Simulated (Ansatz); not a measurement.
A distorted cell of Cr (bcc, W type):

```
Cr
1.0
   -1.49619     1.49619     1.49619
    1.49619    -1.49619     1.49619
    1.49619     1.49619    -1.49619
Cr
1
Cartesian
  0.00000   0.00000   0.00000
```

The numbers are results of PBE (plane waves to 420 eV, PAW, scalar-relativistic; Ansatz, an electronic-structure program), not measurements. k mesh 23×23×23 (Γ-centred), Fermi-Dirac smearing 0.05 eV. E stands for the smeared free energy. Stress and pressure are positive under compression. Cr is run without spin polarisation. Cr was relaxed with its symmetry unable to fall. Real Cr orders magnetically; this run has no moments, which shifts volume and moduli.

Question: What is the stress tensor (GPa)?

Answer: 
```
  -27.8      0.0      0.0
    0.0    -27.8      0.0
    0.0      0.0    -27.8
```
The pressure, a third of the trace, is -27.8 GPa.

Question: It is the relaxed cell scaled evenly to V/V₀ = 1.160, atoms relaxed where free. What is its energy relative to the relaxed cell?

Answer: 183 meV/atom.

(Under strain, the slope of the energy per volume gives the stress and its curvature an elastic modulus.)
